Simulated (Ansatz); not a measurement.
A relaxation computed with Ansatz, from input to last step.

```yaml
crystal:
  lattice:
    - [3.0110730456, 0.0, 0.0]
    - [0.0, 3.0110730456, 0.0]
    - [0.0, 0.0, 13.0221612507]
  atoms:
    - { symbol: Ti, position: [0.0, 0.0, 0.3236303285] }
    - { symbol: Ti, position: [0.5, 0.5, 0.1763696715] }
    - { symbol: Ti, position: [0.5, 0.5, 0.8236303285] }
    - { symbol: Ti, position: [0.0, 0.0, 0.6763696715] }
    - { symbol: Cd, position: [0.0, 0.0, 0.0] }
    - { symbol: Cd, position: [0.5, 0.5, 0.5] }
basis:
  ecutwfc: 500
kpoints:
  mp_grid: { grid: [12, 12, 4] }
hamiltonian:
  xc: r2scan
scf:
  occupations: { method: gaussian, width: 0.1 }
output:
  forces: true
  stress: true
  eigenvalues: true
relax:
  adjacent_minimum: "off"
  f_tol: 0.008
  max_steps: 40
  cell: { stress_tol: 0.015, fix: [a, b, gamma] }
```

```bash
ansatz run input.yaml --threads 1 --pin off --max-ram 2560MiB --backend cpu --events-out ev --progress --plain --runs-dir out
```

Theory: Ansatz 0.2.0, DFT r2SCAN, scalar-relativistic, plane waves, PAW.

Of 8 frames 7 are shown, positions in Å and forces in eV/Å; the SCF threshold varies from step to step. Steps run on the plane waves of an earlier cell, with a Pulay correction in the pressure. The basis is chosen afresh for the last frame, the zero of the energies, and at times for earlier ones too; energy and pressure can step there, also at an unchanged geometry. Where two frames share a geometry here, they differ by under 2 meV/atom and 0.3 GPa.

```xyz
6
Lattice="3.0111 0.0000 0.0000 0.0000 3.0111 0.0000 0.0000 0.0000 13.0222" Properties=species:S:1:pos:R:3:forces:R:3 pbc="T T T" step=1 free_energy_over_end_meV_per_atom=15.01 pressure_GPa=-7.16
Ti    0.0000    0.0000    4.2144    0.0000    0.0000   -0.1305
Ti    1.5055    1.5055    2.2967    0.0000    0.0000    0.1305
Ti    1.5055    1.5055   10.7254    0.0000    0.0000   -0.1305
Ti    0.0000    0.0000    8.8078    0.0000    0.0000    0.1305
Cd    0.0000    0.0000    0.0000    0.0000    0.0000    0.0000
Cd    1.5055    1.5055    6.5111    0.0000    0.0000    0.0000
6
Lattice="3.0111 0.0000 0.0000 0.0000 3.0111 0.0000 0.0000 0.0000 12.4276" Properties=species:S:1:pos:R:3:forces:R:3 pbc="T T T" step=2 free_energy_over_end_meV_per_atom=4.25 pressure_GPa=-2.61
Ti    0.0000    0.0000    4.0091    0.0000    0.0000    0.3121
Ti    1.5055    1.5055    2.2047    0.0000    0.0000   -0.3121
Ti    1.5055    1.5055   10.2229    0.0000    0.0000    0.3121
Ti    0.0000    0.0000    8.4185    0.0000    0.0000   -0.3121
Cd    0.0000    0.0000    0.0000    0.0000    0.0000    0.0000
Cd    1.5055    1.5055    6.2138    0.0000    0.0000    0.0000
6
Lattice="3.0111 0.0000 0.0000 0.0000 3.0111 0.0000 0.0000 0.0000 12.1741" Properties=species:S:1:pos:R:3:forces:R:3 pbc="T T T" step=3 free_energy_over_end_meV_per_atom=-0.62 pressure_GPa=-1.22
Ti    0.0000    0.0000    3.9730    0.0000    0.0000   -0.0323
Ti    1.5055    1.5055    2.1141    0.0000    0.0000    0.0323
Ti    1.5055    1.5055   10.0600    0.0000    0.0000   -0.0323
Ti    0.0000    0.0000    8.2012    0.0000    0.0000    0.0323
Cd    0.0000    0.0000    0.0000    0.0000    0.0000    0.0000
Cd    1.5055    1.5055    6.0871    0.0000    0.0000    0.0000
6
Lattice="3.0111 0.0000 0.0000 0.0000 3.0111 0.0000 0.0000 0.0000 12.1468" Properties=species:S:1:pos:R:3:forces:R:3 pbc="T T T" step=4 free_energy_over_end_meV_per_atom=-0.70 pressure_GPa=-0.96
Ti    0.0000    0.0000    3.9627    0.0000    0.0000   -0.0097
Ti    1.5055    1.5055    2.1107    0.0000    0.0000    0.0097
Ti    1.5055    1.5055   10.0362    0.0000    0.0000   -0.0097
Ti    0.0000    0.0000    8.1841    0.0000    0.0000    0.0097
Cd    0.0000    0.0000    0.0000    0.0000    0.0000    0.0000
Cd    1.5055    1.5055    6.0734    0.0000    0.0000    0.0000
6
Lattice="3.0111 0.0000 0.0000 0.0000 3.0111 0.0000 0.0000 0.0000 12.1451" Properties=species:S:1:pos:R:3:forces:R:3 pbc="T T T" step=5 free_energy_over_end_meV_per_atom=-0.70 pressure_GPa=-0.93
Ti    0.0000    0.0000    3.9613    0.0000    0.0000    0.0006
Ti    1.5055    1.5055    2.1113    0.0000    0.0000   -0.0006
Ti    1.5055    1.5055   10.0338    0.0000    0.0000    0.0006
Ti    0.0000    0.0000    8.1839    0.0000    0.0000   -0.0006
Cd    0.0000    0.0000    0.0000    0.0000    0.0000    0.0000
Cd    1.5055    1.5055    6.0726    0.0000    0.0000    0.0000
6
Lattice="3.0111 0.0000 0.0000 0.0000 3.0111 0.0000 0.0000 0.0000 12.1451" Properties=species:S:1:pos:R:3:forces:R:3 pbc="T T T" step=6 free_energy_over_end_meV_per_atom=0.00 pressure_GPa=-0.95
Ti    0.0000    0.0000    3.9613    0.0000    0.0000   -0.0002
Ti    1.5055    1.5055    2.1113    0.0000    0.0000    0.0002
Ti    1.5055    1.5055   10.0338    0.0000    0.0000   -0.0002
Ti    0.0000    0.0000    8.1839    0.0000    0.0000    0.0002
Cd    0.0000    0.0000    0.0000    0.0000    0.0000    0.0000
Cd    1.5055    1.5055    6.0726    0.0000    0.0000    0.0000
6
Lattice="3.0111 0.0000 0.0000 0.0000 3.0111 0.0000 0.0000 0.0000 12.1368" Properties=species:S:1:pos:R:3:forces:R:3 pbc="T T T" step=8 free_energy_over_end_meV_per_atom=0.00 pressure_GPa=-0.88
Ti    0.0000    0.0000    3.9588    0.0000    0.0000    0.0000
Ti    1.5055    1.5055    2.1096    0.0000    0.0000    0.0000
Ti    1.5055    1.5055   10.0272    0.0000    0.0000    0.0000
Ti    0.0000    0.0000    8.1780    0.0000    0.0000    0.0000
Cd    0.0000    0.0000    0.0000    0.0000    0.0000    0.0000
Cd    1.5055    1.5055    6.0684    0.0000    0.0000    0.0000
```

The run took 2.6 min on 1 thread of AMD EPYC 9R45 96-Core Processor (Zen 5), on a shared host, peak memory 0.96 GiB.